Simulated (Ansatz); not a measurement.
MgO (rock salt, space group No. 225), DFT-PBE in the program Ansatz with PAW potentials. The conduction-band minimum lies at Γ, with 1 equivalent valley. Second derivatives d²E/dk² of the lowest band at one valley (eV·Å²), along Cartesian directions:

```
direction  d²E/dk²
---------  -------
[100]        22.66
[010]        22.66
[001]        22.66
[110]        22.65
[101]        22.65
[011]        22.65
```

Q: Find the principal effective masses, the density-of-states mass and the conductivity mass.

A: Off-diagonal terms follow from H_xy = H[110] − (H_xx + H_yy)/2, and m*/mₑ = 7.620 eV·Å² over each eigenvalue: 0.34, 0.34, 0.34. One valley's DOS mass (m₁m₂m₃)^(1/3) = 0.34, conductivity mass 3/(Σ 1/mᵢ) = 0.34 mₑ.

Q: What effective density of states Nc follows at 300 K for parabolic valleys?

A: Nc = 2.509e19 × 1 × (0.34)^(3/2) ≈ 5.0e18 cm⁻³.

Space group Fm-3m (rock salt). The cell was relaxed with PBE under the symmetry of its start.

Potentials: the later of the program's two PAW sets.

Edges and masses are those of Kohn–Sham bands, whose gap is no quasiparticle gap.
